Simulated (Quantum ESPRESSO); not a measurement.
Simulation results for MgAl3N3O (made-up cell)

Calculation on a made-up crystal cell, not a measurement: periodic Kohn-Sham density functional theory in plane waves with PseudoDojo standard norm-conserving scalar-relativistic pseudopotentials, each functional with its own files (v0.5 for PBE, v0.4.1 for LDA and PBEsol), no spin polarisation, no spin-orbit coupling, atoms not relaxed, stress positive in tension, energies less a fixed whole-eV offset for each atom's element; levels are Kohn-Sham levels at fractions of this cell's reciprocal vectors, counted from the reference band (half the neutral cell's valence electrons, rounded up) at Gamma; error bars cover cutoff and k-mesh only, not smearing or the files; added strain carries the atoms with the cell, and shear is the tensor component; each bar is the largest change over components, and at least 0.002 eV, 0.002 eV per angstrom or 0.02 GPa; energies are for the whole cell, and the offsets were chosen from early runs and are not element reference energies. Program: Quantum ESPRESSO 7.5.

Settings shared by all entries: lattice type rocksalt; functional pbe; cutoff 1143 eV; fermi dirac smearing 0.025 eV; scf tolerance 1e-07 eV; electrons removed 0; k mesh 4 x 4 x 4, shifted by half a step.

(1) MgAl3N3O (made-up cell)

```
MgAl3N3O
1.0
      4.1245     0.0181    -0.0100
      0.0181     4.0655    -0.0344
     -0.0100    -0.0344     4.1707
Al Mg Al N O N
2 1 1 2 1 1
Direct
  -0.00172 0.00415 -0.02239
  -0.00499 0.51889 0.48100
  0.48379 -0.02880 0.48751
  0.50682 0.50132 0.00528
  0.52204 -0.01861 0.00287
  0.48775 0.50484 0.54769
  0.98635 0.00321 0.51427
  0.99862 0.51266 0.02022
```

| Item | Value |
| --- | --- |
| free energy less offsets | -0.9154 eV |
| smearing term minus ts | 0 eV |
| scf iterations | 11 |
| pressure | 4.18 GPa |
| stress xx | 6.393 GPa |
| stress yy | -9.837 GPa |
| stress zz | -9.095 GPa |
| stress yz | -4.21 GPa |
| stress xz | -0.8797 GPa |
| stress xy | 2.389 GPa |
| reference band | 20 |
| error bar energy | 0.0032 eV |
| error bar stress | 0.02 GPa |
| error bar force | 0.009898 eV/Å |
| error bar next band up | 0.002 eV |
| error bars from | tighter rerun of a related cell |

Atoms:
```tsv
atoms element	atom site	atom energy offset (eV)
Al	1	-64
Al	2	-64
Mg	3	-1617
Al	4	-64
N	5	-283
N	6	-283
O	7	-452
N	8	-283
```

Forces:
```tsv
site	x (eV/Å)	y (eV/Å)	z (eV/Å)
1	0.06346	0.226	0.3282
2	-0.04872	-0.8678	1.24
3	0.5224	2.551	0.8707
4	-0.3018	-0.6371	-0.02969
5	-1.259	1.426	0.3655
6	0.1098	-1.88	-2.292
7	0.5477	0.0234	-0.1648
8	0.3659	-0.8411	-0.3181
```

Levels:
```tsv
level k point	next band up (eV)
Gamma	2.521
(1/2,1/2,1/2)	3.727
(0.15,0,0)	3.026
(0,0.15,0)	3.035
(0,0,0.15)	2.999
```

(2) MgAl3N3O (made-up cell)

```
MgAl3N3O
1.0
      4.1245     0.0181    -0.0100
      0.0181     4.0655    -0.0344
     -0.0100    -0.0344     4.1707
Al Mg Al N O N
2 1 1 2 1 1
Direct
  -0.00172 0.00415 -0.02239
  -0.00499 0.51889 0.48100
  0.48379 -0.02880 0.48751
  0.50682 0.50132 0.00528
  0.52204 -0.01861 0.00287
  0.48775 0.50484 0.54769
  0.98635 0.00321 0.51427
  1.00953 0.51261 0.02024
```

| Item | Value |
| --- | --- |
| free energy less offsets | -0.9179 eV |
| smearing term minus ts | 0 eV |
| scf iterations | 11 |
| pressure | 4.123 GPa |
| stress xx | 6.529 GPa |
| stress yy | -9.684 GPa |
| stress zz | -9.214 GPa |
| stress yz | -4.21 GPa |
| stress xz | -0.6705 GPa |
| stress xy | 2.215 GPa |
| reference band | 20 |
| error bar energy | 0.0032 eV |
| error bar stress | 0.02 GPa |
| error bar force | 0.009898 eV/Å |
| error bar next band up | 0.002 eV |
| error bars from | tighter rerun of a related cell |

Atoms:
```tsv
atoms element	atom site	atom energy offset (eV)
Al	1	-64
Al	2	-64
Mg	3	-1617
Al	4	-64
N	5	-283
N	6	-283
O	7	-452
N	8	-283
```

Forces:
```tsv
site	x (eV/Å)	y (eV/Å)	z (eV/Å)
1	0.1187	0.2198	0.327
2	0.0004193	-0.8665	1.237
3	0.5234	2.55	0.8698
4	-0.1966	-0.6351	-0.02775
5	-1.04	1.414	0.3639
6	0.3016	-1.882	-2.29
7	0.5465	0.02431	-0.1658
8	-0.2537	-0.8247	-0.315
```

Levels:
```tsv
level k point	next band up (eV)
Gamma	2.521
(1/2,1/2,1/2)	3.728
(0.15,0,0)	3.025
(0,0.15,0)	3.04
(0,0,0.15)	2.991
```
